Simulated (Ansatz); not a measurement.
HgSe (zinc blende, F-43m) at seven volumes, DFT-PBE in the program Ansatz with PAW potentials, scaled uniformly. One row is withheld.

```
V (Å³/atom)  P (GPa)
-----------  -------
27.905          5.09
28.824          3.08
29.744          1.40
30.664          0.00
31.584         -1.17
32.504             ?
33.424         -2.95
```

Problem. Fit the shown pressures and predict the withheld one.

Solution. P = (3/2)B₀(x^(7/2) − x^(5/2))[1 + (3/4)(B′ − 4)(x − 1)] with x = (V₀/V)^(2/3). Least squares on the six rows gives V₀ = 30.664 Å³/atom, B₀ = 42.5 GPa, B′ = 5.05. At V = 32.504, x = 0.9619 and P = -2.14 GPa. The run itself gave -2.14 GPa.

Symmetry was held in the PBE relaxation. Spin–orbit coupling is left out wherever it is not named.

Potentials: the later of the program's two PAW sets.
